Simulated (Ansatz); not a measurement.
**EuOs (CsCl-type structure)**

The computed numbers are results of PBE+U (U_eff = 6 eV on Eu 4f), scalar-relativistic (collinear spin) in the plane-wave PAW code Ansatz at 420 eV, Γ-centred 8×8×8 mesh, 0.05 eV Gaussian smearing; PAW files: Ansatz's generated set soft_2.

```yaml
crystal:
  lattice:
    - [3.52228, 0.00000, 0.00000]
    - [0.00000, 3.52228, 0.00000]
    - [0.00000, 0.00000, 3.52228]
  atoms:
    - { symbol: Eu, position: [0.00000, 0.00000, 0.00000] }
    - { symbol: Os, position: [0.50000, 0.50000, 0.50000] }
```

The start was a prototype's sites filled with these elements, not a measured cell.

The geometry is fixed. Moments are started on Eu in several ways. q is the propagation vector of an order in a doubled cell, in units of this cell's reciprocal vectors; doubled cells take an equivalent mesh or are counted from a ferromagnetic run in the same cell, unless said otherwise. Energies count from the first row, the state in which the cell was relaxed.

The starts:
- ferromagnetic
- no spin polarisation
- antiparallel, q = (0, 0, 1/2)
- antiparallel, q = (0, 1/2, 1/2)
- antiparallel, q = (1/2, 1/2, 1/2)

(1) Which start ends lowest?

Answer:

(1) Lowest: ferromagnetic.

```json
{"start": "ferromagnetic", "largest typed moment (μB)": "7.42*", "ΔE (meV/atom)": "0.0", "gap on the mesh (eV)": "metal", "P (GPa)": "0.0", "final spin moments (μB)": "Eu 6.74; Os -1.05"}
{"start": "no spin polarisation", "largest typed moment (μB)": "0.00", "ΔE (meV/atom)": "3985.7", "gap on the mesh (eV)": "metal", "P (GPa)": "-7.7", "final spin moments (μB)": "none"}
{"start": "antiparallel, q = (0, 0, 1/2)", "largest typed moment (μB)": "7.00*", "ΔE (meV/atom)": "38.3", "gap on the mesh (eV)": "metal", "P (GPa)": "-2.0", "final spin moments (μB)": "Eu 6.61, -6.61"}
{"start": "antiparallel, q = (0, 1/2, 1/2)", "largest typed moment (μB)": "7.00*", "ΔE (meV/atom)": "47.1", "gap on the mesh (eV)": "metal", "P (GPa)": "-0.7", "final spin moments (μB)": "Eu 6.71, -6.71"}
{"start": "antiparallel, q = (1/2, 1/2, 1/2)", "largest typed moment (μB)": "7.00*", "ΔE (meV/atom)": "40.7", "gap on the mesh (eV)": "metal", "P (GPa)": "-0.8", "final spin moments (μB)": "Eu 6.74, -6.74"}
```

A star marks runs that didn't start from the typed moments alone: they went on from the state of an earlier run.

The program noted a lower state or an instability beside: antiparallel, q = (0, 1/2, 1/2); antiparallel, q = (1/2, 1/2, 1/2). The lower rows of the table may be what it saw.

The moments on the other atoms differ between rows, so the energies hold more than the order of the magnetic atoms.

The row without spin polarisation prices the pairing of the open shell's electrons, in one of several fillings that the shell can take under U, not a magnetic ordering energy.

Only orders that fit these small cells were tried, so the real crystal's order may be another.

With a Hubbard U or exact exchange the result depends on the state in which the open shell ends, and a lower one can't be excluded. Scalar-relativistic only: spin–orbit splittings of the heavy atoms' levels are missing. Site moments are of spin, integrated over atomic spheres. A U of this size is made for insulators; in a metal, as here, it tends to take f weight out of the bonding and to swell the cell.
